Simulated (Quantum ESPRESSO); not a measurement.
Kohn-Sham bands of BaS (rock salt)

```
CELL_PARAMETERS angstrom
      0.00000     3.22567     3.22567
      3.22567     0.00000     3.22567
      3.22567     3.22567     0.00000
ATOMIC_POSITIONS crystal
  Ba 0.00000 0.00000 0.00000
  S  0.50000 0.50000 0.50000
```

Cell from Materials Project (mp-1500), symmetrised, no further relaxation. COD (Crystallography Open Database) has an entry of this formula and space group (matched by these alone). Method: LDA plane waves in Quantum ESPRESSO 7.5 (PseudoDojo norm-conserving files, 46 Ry, no spin polarisation, no spin-orbit coupling), Bloch states on a 8×8×8 mesh through Γ, Wannier90 4.0.1. Density: 8×8×8 mesh, cold smearing 0.01 Ry. Spin-orbit coupling is left out although heavy elements are present.

Energies are relative to the valence-band maximum; weights are on the orthonormalised atomic waves of the pseudopotential files, averaged over the group. 16 electrons a cell are treated as valence.

Task: Into which isolated groups do the bands fall, where do they lie and what are they made of?

Result: 
```tsv
bands	from (eV)	to (eV)	filling	weight on atomic waves
1	-26.09	-26.04	filled	Ba 5s 98 %
2–4	-12.13	-11.09	filled	Ba 5p 90 %, S 3s 7 %
5	-10.23	-9.09	filled	S 3s 73 %, Ba 5p 23 %
6–8	-1.88	0.00	filled	S 3p 88 %, Ba 6s 5 %
```

The Kohn-Sham gap over both meshes and the path is 2.05 eV.
